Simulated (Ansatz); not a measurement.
Ba₃In₂Br₂O₅:
```yaml
crystal:
  lattice:
    - [-2.13919, 2.13919, 13.09218]
    - [2.13919, -2.13919, 13.09218]
    - [2.13919, 2.13919, -13.09218]
  atoms:
    - { symbol: Ba, position: [0.65299, 0.65299, 0.00000] }
    - { symbol: Ba, position: [0.34701, 0.34701, 0.00000] }
    - { symbol: Ba, position: [0.50000, 0.50000, 0.00000] }
    - { symbol: In, position: [0.92115, 0.92115, 0.00000] }
    - { symbol: In, position: [0.07885, 0.07885, 0.00000] }
    - { symbol: Br, position: [0.79652, 0.79652, 0.00000] }
    - { symbol: Br, position: [0.20348, 0.20348, 0.00000] }
    - { symbol: O, position: [0.41108, 0.91108, 0.50000] }
    - { symbol: O, position: [0.58892, 0.08892, 0.50000] }
    - { symbol: O, position: [0.91108, 0.41108, 0.50000] }
    - { symbol: O, position: [0.08892, 0.58892, 0.50000] }
    - { symbol: O, position: [0.00000, 0.00000, 0.00000] }
```

Relaxed with r²SCAN.

Give the Bader charges and basin volumes of the independent atoms, r²SCAN in the plane-wave PAW code Ansatz.



```csv
atom,Bader charge (e),Bader volume (Å³)
Ba1,+1.53,23.7
Ba3,+1.59,24.7
In4,+1.88,12.3
Br6,-0.77,35.0
O8,-1.38,14.4
O12,-1.40,15.2
```

Space group I4/mmm. The first step of the workflow began from a Materials Project structure, measured or hypothetical; the Crystallography Open Database files this formula in space group No. 139, but the cells were not matched. Its standing as an ambient phase is unchecked. Symmetry was held in the r²SCAN relaxation; its stability against distortions is not shown here. Scalar-relativistic: spin–orbit coupling is off unless named, which matters more the heavier the elements.

Potentials: the later of the program's two PAW sets.
